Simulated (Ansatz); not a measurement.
SnMo₂C:
Space group P6₃/mmc (No. 194); a = 3.1847 Å, b = 3.1847 Å, c = 13.4100 Å, α = 90.00°, β = 90.00°, γ = 120.00°

| atom | site | symmetry | x | y | z |
|---|---|---|---|---|---|
| Sn | 2d | -6m2 | 0.6667 | 0.3333 | 0.2500 |
| Mo | 4f | 3m. | 0.3333 | 0.6667 | 0.0808 |
| C | 2a | -3m. | 0.0000 | 0.0000 | 0.0000 |

Relaxed at zero pressure with plane-wave PAW r²SCAN (Ansatz code).

Q: The volume is lowered by 9 % and shape and atoms relax at that volume. What pressure results, and how do the axes share the change?

A: 23.2 GPa; a -3.4 %, b -3.4 %, c -2.4 %; the energy rises by 88 meV/atom.

Q: Give the new structure.

A: 
Space group P6₃/mmc (No. 194); a = b = 3.076 Å, c = 13.082 Å, α = β = 90.00°, γ = 120.00°

```tsv
atom	site	symmetry	x	y	z
Sn	2d	-6m2	0.6667	0.3333	0.2500
Mo	4f	3m.	0.3333	0.6667	0.0837
C	2a	-3m.	0.0000	0.0000	0.0000
```

The phase is kept; no other phase was compared at this pressure.

Space group P6_3/mmc. The start of the workflow was typed in or built on a structure type; neither database checked (COD, Materials Project) lists it. Whether it is the stable phase at ambient conditions was not checked. Symmetry was held in the r²SCAN relaxation; whether a distortion lowers the energy is not shown. The run is not spin-polarised. Scalar-relativistic: spin–orbit coupling is off unless named, which matters more the heavier the elements.

Potentials: the earlier of the program's two PAW sets.
